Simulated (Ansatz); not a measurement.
# Structures of HfSi: which is lowest?

Plane-wave DFT in Ansatz with scalar-relativistic PAW potentials, cutoff 500 eV, Γ-centred meshes chosen by cell and gap, Gaussian smearing with energies taken to zero width. Every cell was relaxed (cell and atoms) in a run of its own, within the symmetry of its start. Functional: r2SCAN.

Relaxed structures (starts from databases or built by putting these elements on another compound's sites):
A. Pnma, 8 atoms in the computed cell, a = 6.863 Å, b = 3.775 Å, c = 5.225 Å; sites (symmetry × multiplicity) Hf .m. × 4, Si .m. × 4; start: database
B. P4/mmm, 2 atoms in the computed cell, a = 2.969 Å, c = 3.872 Å; sites (symmetry × multiplicity) Hf 4/mmm × 1, Si 4/mmm × 1; start: built

Rank them by energy. Could pressure change the order?

| structure | group | E − E(lowest) (meV/atom) | V (Å³/atom) | gap on mesh (eV) |
| --- | --- | --- | --- | --- |
| A | Pnma | 0.0 | 16.92 | 0.00 |
| B | P4/mmm | 448 | 17.07 | 0.00 |

A is lowest, 448 meV/atom under B. The lowest is also the densest of these, so pressure wouldn't bring one of the others in at first order. Other structures may lie lower than all of these, and vibrations aren't counted.

Spin-orbit coupling is left out, which matters for the bands of heavy elements.